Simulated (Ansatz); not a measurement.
HgTe (zinc blende, F-43m) at seven volumes, PBE (plane waves, PAW; program Ansatz), scaled uniformly. One row is withheld.

```
V (Å³/atom)  P (GPa)
-----------  -------
33.462             ?
34.565          2.48
35.668          1.13
36.771          0.00
37.874         -0.94
38.977         -1.71
40.081         -2.35
```

Question: Fit the shown pressures and predict the withheld one.

Answer: P = (3/2)B₀(x^(7/2) − x^(5/2))[1 + (3/4)(B′ − 4)(x − 1)] with x = (V₀/V)^(2/3). Least squares on the six rows gives V₀ = 36.770 Å³/atom, B₀ = 34.2 GPa, B′ = 5.22. At V = 33.462, x = 1.0649 and P = 4.12 GPa. The run itself gave 4.12 GPa.

The cell was relaxed with PBE under the symmetry of its start. Scalar-relativistic: spin–orbit coupling is off unless named, which matters more the heavier the elements.

Potentials: the later of the program's two PAW sets.
